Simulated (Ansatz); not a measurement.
Mg5Si16Pd10:
```
Mg5Si16Pd10
1.0
    0.00000     6.28949     6.28949
    6.28949     0.00000     6.28949
    6.28949     6.28949     0.00000
Mg Si Pd
5 16 10
Direct
  0.59660   0.59660   0.59660
  0.59660   0.59660   0.21020
  0.59660   0.21020   0.59660
  0.21020   0.59660   0.59660
  0.25000   0.25000   0.25000
  0.66253   0.92751   0.20498
  0.92751   0.20498   0.20498
  0.20498   0.20498   0.66253
  0.20498   0.66253   0.92751
  0.20498   0.20498   0.92751
  0.66253   0.20498   0.20498
  0.92751   0.66253   0.20498
  0.20498   0.92751   0.66253
  0.20498   0.66253   0.20498
  0.92751   0.20498   0.66253
  0.66253   0.20498   0.92751
  0.20498   0.92751   0.20498
  0.82171   0.82171   0.82171
  0.82171   0.82171   0.53486
  0.82171   0.53486   0.82171
  0.53486   0.82171   0.82171
  0.98629   0.51371   0.51371
  0.51371   0.51371   0.98629
  0.51371   0.98629   0.98629
  0.98629   0.98629   0.51371
  0.98629   0.51371   0.98629
  0.51371   0.98629   0.51371
  0.37709   0.37709   0.86874
  0.37709   0.86874   0.37709
  0.86874   0.37709   0.37709
  0.37709   0.37709   0.37709
```

Relaxed with r²SCAN. Special points in fractions of this cell's reciprocal vectors: Γ (0.000, 0.000, 0.000); X (0.500, 0.000, 0.500); U (0.625, 0.250, 0.625); K (0.375, 0.375, 0.750); L (0.500, 0.500, 0.500); W (0.500, 0.250, 0.750).

Problem. List the band energies nearest the Fermi level at these points for plane-wave PAW r²SCAN (Ansatz code).

Solution. In eV from the Fermi level; about four levels below and three above (degenerate sets whole), none deeper than 8.9 eV; points with the same levels are listed once.

| k | below | above |
|---|---|---|
| Γ | -1.28 -1.28 -1.21 -1.21 -1.21 | 0.35 0.35 0.44 0.44 0.44 |
| X | -1.39 -1.23 -0.87 -0.59 | 0.10 0.50 0.50 |
| U | -1.43 -0.98 -0.93 -0.27 | 0.01 0.54 0.75 |
| L | -1.74 -1.74 -1.74 -0.84 -0.84 -0.22 | 0.26 0.26 0.80 0.80 |
| W | -1.24 -1.04 -0.61 -0.38 | 0.11 0.31 0.70 |

Space group F-43m. The workflow started from a Materials Project entry (that database holds measured and hypothetical structures alike); the Crystallography Open Database files this formula in space group No. 216, but the cells were not matched. Its standing as an ambient phase is unchecked. The cell was relaxed with r²SCAN under the symmetry of its start; whether a distortion lowers the energy is not shown. No spin polarisation was allowed. Scalar-relativistic: spin–orbit coupling is off unless named, which matters more the heavier the elements.

Potentials: the later of the program's two PAW sets.
